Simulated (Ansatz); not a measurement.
**Cu2PbS4: rattling a relaxed structure**

It was reached by relaxing an invented guess, and it needn't be the stable form of this composition.

These are results of DFT PBE, scalar-relativistic, plane waves, PAW (Ansatz), not measurements. Cutoff 420 eV; k points 6×6×6 on the computed 7-atom cell (Γ-centred); Gaussian smearing, width 0.10 eV; no spin polarisation.

The cell below (7 atoms, space group P-42m (No. 111)) is relaxed within its symmetry.

```xyz
7
Lattice="5.2513 0.0000 0.0000 0.0000 5.2513 0.0000 0.0000 0.0000 5.6566" Properties=species:S:1:pos:R:3 pbc="T T T"
Cu    2.6256    0.0000    0.0000
Cu    0.0000    2.6256    0.0000
Pb    0.0000    0.0000    2.8283
S     3.7814    3.7814    1.2793
S     3.7814    1.4699    4.3773
S     1.4699    1.4699    1.2793
S     1.4699    3.7814    4.3773
```

For the test it was strained at random (σ = 1.5 % a component), the atoms were moved at random (σ = 0.15 Å), and all was relaxed again on a coarse 4×4×4 mesh (in the run’s order of axes) with 0.20 eV smearing, with no symmetry imposed.

Spin–orbit coupling, which can matter for Pb, is left out. No Hubbard U is applied to the 3d shell of Cu.

Problem. Does it come back?

Solution. It returns, within 2 meV/atom of the unmoved cell on that mesh and with the same symmetry when read at 0.1 Å (P1 at 0.01 Å, so small strains and shifts remain). No instability shows in this cell; modes of other wave vectors, which need another repeat, aren't tested.
